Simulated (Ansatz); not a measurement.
NiO:
```yaml
crystal:
  lattice:
    - [3.71684, 0.00000, 0.00000]
    - [0.00000, 3.71684, 0.00000]
    - [0.00000, 0.00000, 3.32244]
  atoms:
    - { symbol: Ni, position: [0.50000, 0.00000, 0.12142] }
    - { symbol: Ni, position: [0.00000, 0.50000, 0.87858] }
    - { symbol: O, position: [0.00000, 0.00000, 0.00000] }
    - { symbol: O, position: [0.50000, 0.50000, 0.00000] }
```

Relaxed with PBE. Special points in fractions of this cell's reciprocal vectors: Γ (0.000, 0.000, 0.000); X (0.000, 0.500, 0.000); M (0.500, 0.500, 0.000); Z (0.000, 0.000, 0.500); R (0.000, 0.500, 0.500); A (0.500, 0.500, 0.500).

List the band energies nearest the Fermi level at these points for DFT-PBE in the program Ansatz with PAW potentials.

In eV from the Fermi level; about four levels below and three above (degenerate sets whole), none deeper than 8.9 eV; … stands for higher levels left out; points with the same levels are listed once.

```csv
k,below,above
Γ,-0.59 -0.59 -0.34 -0.27 -0.14,2.21 6.77 …
X,-0.78 -0.78 -0.42 -0.42,0.45 0.45 5.36 5.36
M,-0.68 -0.68 -0.09 -0.09,2.24 2.24 7.07 7.07
Z,-0.36 -0.36 -0.34 -0.29,4.91 6.88 …
R,-0.54 -0.54 -0.11 -0.11,0.39 0.39 5.05 5.05
A,-0.13 -0.13 -0.10 -0.10,2.22 2.22 3.98 3.98
```

Space group P4/nmm. A made-up cell: these elements were put on the sites of a structure type; neither database checked (COD, Materials Project) lists it. It is not the phase usual at ambient conditions (space group No. 225). The cell was relaxed with PBE under the symmetry of its start; whether a distortion lowers the energy is not shown. The workflow began spin-polarised and lost its moments. No Hubbard U is applied. The compound may be a true metal, but semilocal functionals without U, or a wrong spin order, can also close a gap.

Potentials: the later of the program's two PAW sets.
